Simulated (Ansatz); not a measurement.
Input and command of a plane-wave DFT calculation in Ansatz:

```yaml
crystal:
  lattice:
    - [0.0, 3.0585208701, 3.0585208701]
    - [3.0585208701, 0.0, 3.0585208701]
    - [3.0585208701, 3.0585208701, 0.0]
  atoms:
    - { symbol: Ti, position: [0.0, 0.0, 0.0], spin: 1.0 }
    - { symbol: Cl, position: [0.25, 0.25, 0.25] }
    - { symbol: Cl, position: [0.75, 0.75, 0.75] }
basis:
  ecutwfc: 420
kpoints:
  mp_grid: { grid: [8, 8, 8] }
hamiltonian:
  xc: pbesol
  hubbard: { sites: [{ species: Ti, l: d, u_eff: 4.0 }] }
scf:
  occupations: { method: gaussian, width: 0.05 }
output:
  forces: true
  stress: true
  eigenvalues: true
  populations: true
magnetization:
  spin_polarized: true
```

```bash
ansatz run input.yaml --threads 1 --pin off --max-ram 2560MiB --backend cpu --events-out ev --progress --plain --runs-dir out
```

Processor: Arm Neoverse V2, 1 thread, on a host shared with other jobs.

**Question.** How long does it run, and how much memory does it take?

**Answer.** About 13 s on 1 thread of Arm Neoverse V2 (shared host), peak memory 0.54 GiB. It solves 18 bands at 29 k points (the mesh reduced by symmetry) with about 1139 plane waves, in 14 SCF iterations.
